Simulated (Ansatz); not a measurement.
Ti (hcp (Mg type), P6_3/mmc) under volume change, the program Ansatz at the LDA level (PAW), shape and atoms relaxed at each volume.

```
V (Å³/atom)  E − E(relaxed) (meV/atom)  P (GPa)
-----------  -------------------------  -------
14.654                             ___      ___
15.137                            25.2     8.74
15.620                             6.0     4.08
16.103                             0.0     0.00
16.586                             5.5    -3.57
17.069                            21.1    -6.68
17.552                             ___      ___
```

Q: Complete the blanks.

A: 
- 17.552, E − E(relaxed) (meV/atom): 45.4
- 17.552, P (GPa): -9.40
- 14.654, E − E(relaxed) (meV/atom): 59.4
- 14.654, P (GPa): 14.07

Q: What does a third-order Birch–Murnaghan fit give for V₀, B₀ and B′?

A: V₀ = 16.10 Å³/atom, B₀ = 127 GPa, B′ = 3.5.

Symmetry was held in the LDA relaxation. The run is not spin-polarised.

Potentials: the later of the program's two PAW sets.
